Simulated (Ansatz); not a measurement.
Ge in space group P6/mmm (No. 191; Ge on 1b) under volume change, PBEsol in the plane-wave PAW code Ansatz, shape and atoms relaxed at each volume.

```tsv
V (Å³/atom)	E − E(relaxed) (meV/atom)	P (GPa)
16.730	44.1	9.37
17.281	(withheld)	(withheld)
17.833	4.3	2.56
18.384	0.0	0.00
18.936	(withheld)	(withheld)
19.488	13.8	-3.80
20.039	29.7	-5.38
```

### Question
Some entries are withheld; supply them.

### Answer

- 18.936, E − E(relaxed) (meV/atom): 3.7
- 18.936, P (GPa): -2.07
- 17.281, E − E(relaxed) (meV/atom): 18.3
- 17.281, P (GPa): 5.69

### Question
What does a third-order Birch–Murnaghan fit give for V₀, B₀ and B′?

### Answer
V₀ = 18.39 Å³/atom, B₀ = 77.5 GPa, B′ = 5.1.

The workflow started from a Materials Project entry (that database holds measured and hypothetical structures alike); the Crystallography Open Database copy checked does not list it. It is not the phase usual at ambient conditions (space group No. 227). The PBEsol relaxation kept the symmetry of its start; whether a distortion lowers the energy is not shown.

Potentials: the later of the program's two PAW sets.
